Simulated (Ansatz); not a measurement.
FeS2:
```yaml
crystal:
  lattice:
    - [4.36739, 0.00000, 0.00000]
    - [0.00000, 5.33321, 0.00000]
    - [0.00000, 0.00000, 3.34439]
  atoms:
    - { symbol: Fe, position: [0.00000, 0.00000, 0.00000] }
    - { symbol: Fe, position: [0.50000, 0.50000, 0.50000] }
    - { symbol: S, position: [0.20715, 0.37443, 0.00000] }
    - { symbol: S, position: [0.70715, 0.12557, 0.50000] }
    - { symbol: S, position: [0.29285, 0.87443, 0.50000] }
    - { symbol: S, position: [0.79285, 0.62557, 0.00000] }
```

Relaxed with PBEsol. Plane-wave PAW PBEsol (Ansatz code) gives a gap of 0.90 eV.

Question: What gap does HSE06 give on the same cell (Ansatz, PAW)?

Answer: 2.07 eV, 1.17 eV more. The hybrid was solved on a coarser mesh and at special points; its gap is the smallest among all of these.

Cost on shared cores: the PBEsol run (SCF on a 6×5×8 mesh, then bands and DOS) around 90 core-seconds (rough), the HSE06 run (SCF on 4×3×5, then a few points) very roughly 110 core-seconds; the tasks are unlike.

Space group Pnnm. The PBEsol relaxation kept the symmetry of its start. The workflow began spin-polarised and lost its moments.

Potentials: the later of the program's two PAW sets.
